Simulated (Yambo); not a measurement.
G0W0@PBEsol for Sr2RuH6 (space group Fm-3m, No. 225) in Yambo. Reference settings: 4×4×4 Γ-centred k mesh, bands 5 to 159 and a 7 Ry block in the screening, 159 bands in G with the Bruneval-Gonze terminator, plasmon pole fitted at 27.2 eV. The PBEsol gap Γ → X on this mesh is 2.11 eV; G0W0 gaps are taken between the same points.

Gap (Γ → X) in eV against the number of bands and the screening block, terminator on:

```json
[
 {"bands (W and G)": "41", "2 Ry": "3.436", "3 Ry": "3.462", "4 Ry": "3.437", "6 Ry": "3.452", "7 Ry": "3.461"},
 {"bands (W and G)": "61", "2 Ry": "3.355", "3 Ry": "3.395", "4 Ry": "3.386", "6 Ry": "3.407", "7 Ry": "3.421"},
 {"bands (W and G)": "90", "2 Ry": "3.333", "3 Ry": "3.378", "4 Ry": "3.382", "6 Ry": "3.407", "7 Ry": "3.424"},
 {"bands (W and G)": "123", "2 Ry": "3.332", "3 Ry": "3.378", "4 Ry": "3.387", "6 Ry": "3.414", "7 Ry": "3.433"},
 {"bands (W and G)": "159", "2 Ry": "3.332", "3 Ry": "3.381", "4 Ry": "3.390", "6 Ry": "3.417", "7 Ry": "3.438"}
]
```

Rough cost of the Yambo step against the reference (shared machines):

```json
[
 {"bands (W and G)": "41", "2 Ry": "1/8", "3 Ry": "1/8", "4 Ry": "1/7", "6 Ry": "1/7", "7 Ry": "1/5"},
 {"bands (W and G)": "61", "2 Ry": "1/5", "3 Ry": "1/5", "4 Ry": "1/5", "6 Ry": "1/4", "7 Ry": "1/3"},
 {"bands (W and G)": "90", "2 Ry": "1/3", "3 Ry": "1/3", "4 Ry": "1/3", "6 Ry": "1/3", "7 Ry": "1/2"},
 {"bands (W and G)": "123", "2 Ry": "1/2", "3 Ry": "1/2", "4 Ry": "1/2", "6 Ry": "~1", "7 Ry": "~1"},
 {"bands (W and G)": "159", "2 Ry": "~1", "3 Ry": "~1", "4 Ry": "~1", "6 Ry": "~1", "7 Ry": "1"}
]
```

At the largest block the last step in bands moves the gap by 0.005 eV; at the most bands the last step in the block moves it by 0.021 eV.

Spin-orbit splittings are left out.

Geometry of the Materials Project entry, not relaxed at this level; primitive cell a = b = c = 5.374 Å, α = β = γ = 60.00°.
